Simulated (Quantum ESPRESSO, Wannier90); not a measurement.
# Tight-binding from DFT: Nb (bcc (W type))

Structure: Materials Project mp-75, symmetrised, not relaxed again. This is the element's usual structure. Level: PBEsol, spinors with spin-orbit coupling; pw.x of Quantum ESPRESSO at 66 Ry with PseudoDojo potentials, 10×10×10 k-points, Wannier90. Density: 18×18×18 mesh, cold smearing 0.01 Ry.

The plane-wave run has 42 bands and 13 electrons a cell. On the energy scale of pw.x, whose zero is arbitrary, the Fermi level lies at 17.55 eV.

Input w.win, without the blocks of cell, atoms and k-points (1000 lines):

```
num_bands = 34
num_wann = 18
exclude_bands = 1-8
spinors = true
num_iter = 800
conv_tol = 1.0e-6
conv_window = 4
dis_num_iter = 1000
dis_conv_tol = 1.0e-6
dis_froz_max = 19.05
write_hr = true
write_u_matrices = true
begin projections
Nb: s;p;d
end projections
mp_grid = 11 10 10
```

Task: This input has a fault. Which, and what does the program do?

Result: wannier90.x -pp stops with:
```
Error: Wrong number of lines in block kpoints
```
The product of the three numbers of mp_grid differs from the number of lines in the kpoints block. Mended as below, all else unchanged, the run goes through (Ω_I = 19.5 Å²) and follows the plane-wave bands to 5.7 meV rms (states up to 1.0 eV relative to the Fermi level).
```
mp_grid = 10 10 10
```
